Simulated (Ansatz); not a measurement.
# Si: a film clamped to a substrate

These are results of Ansatz, DFT r2SCAN, scalar-relativistic, plane waves, PAW, not measurements. The runs took a 500 eV cutoff, a Γ-centred 12×12×6 mesh and Gaussian smearing (0.05 eV). No spin polarisation. Energies are free energies at this smearing, counted from the undisturbed cell; pressure is positive in compression.

Reference structure (as given, not relaxed at this level; it stands at 0.2 GPa; this form isn't the usual structure):

```
Si
1.0
     3.83132    0.00000    0.00000
    -1.91566    3.31802    0.00000
     0.00000    0.00000    6.33262
Si
4
Cartesian
  0.0000 2.2120 0.3990
  1.9157 1.1060 3.5653
  0.0000 2.2120 2.7673
  1.9157 1.1060 5.9336
```

The cell (4 atoms, V0 = 80.50 Å³) is strained by p along both x and y and by q along z, fractional coordinates fixed. τp = (1/V0) ∂E/∂p = (σxx + σyy)(1 + p)(1 + q) and τq = (1/V0) ∂E/∂q = σzz(1 + p)², with tension positive.

| p | q | ΔE (meV/atom) | τp (GPa) | τq (GPa) |
| --- | --- | --- | --- | --- |
| 0.000 | 0.000 | 0.00 | -0.20 | -0.35 |
| -0.040 | 0.000 | 61.97 | -25.83 | -2.36 |
| 0.040 | 0.000 | 47.80 | 18.14 | 0.85 |
| 0.000 | -0.040 | 30.91 | -1.79 | -12.66 |
| 0.000 | 0.040 | 21.26 | 1.32 | 8.30 |

Q: Get the second derivatives of the energy density.

A: Central differences give A = ∂τp/∂p = 550 GPa (C11 + C22 + 2 C12), C = ∂τq/∂q = 262 GPa (C33) and the cross term B = ∂τq/∂p = 40 GPa (C13 + C23); ∂τp/∂q = 39 GPa must equal B, and any difference shows higher-order terms. Steps this large leave an error of some per cent of A or C in all of these, which can swamp a small B. The ions are clamped.

Q: A film of this crystal grows with z along the normal on a substrate that imposes p. How does its thickness respond, and what does the misfit cost?

A: Count p and q from the stress-free cell. A free surface needs τq = 0, so q = −(B/C) p = -0.15 p. The energy density left is (A − B²/C) p²/2 = M p², with the biaxial modulus M = 272 GPa; a misfit of 1 % costs 3.41 meV/atom, against 3.45 meV/atom if the thickness were held.

At p = -0.080 the energies along q are 462.2 (q = -0.080), 331.7 (q = -0.040), 274.8 (q = 0.000), 270.9 (q = 0.040), 303.8 (q = 0.080) meV/atom.

Q: Does the linear rule hold at this misfit?

A: A parabola through the lowest point and its neighbours has its minimum at q = 0.024, 268.0 meV/atom. With the stress left in the starting cell, τp0 and τq0, linear elasticity gives q = −(τq0 + Bp)/C = 0.014 and E = V0(τp0 p + τq0 q + Ap²/2 + Bpq + Cq²/2)/N = 219.9 meV/atom. The energies differ by more than a tenth, so the quadratic law fails here: the gap holds the anharmonic part, with some error from the wide steps. Cubic terms also shift the vertex of so wide a parabola.

Forces appear on the atoms along this scan, and letting them relax would lower the energy and soften the response. The gap closes along the scan, which can put kinks into the curve.

Cost: 25 runs of about 4.9 core-minutes in all, on Arm Neoverse V2 (shared hosts).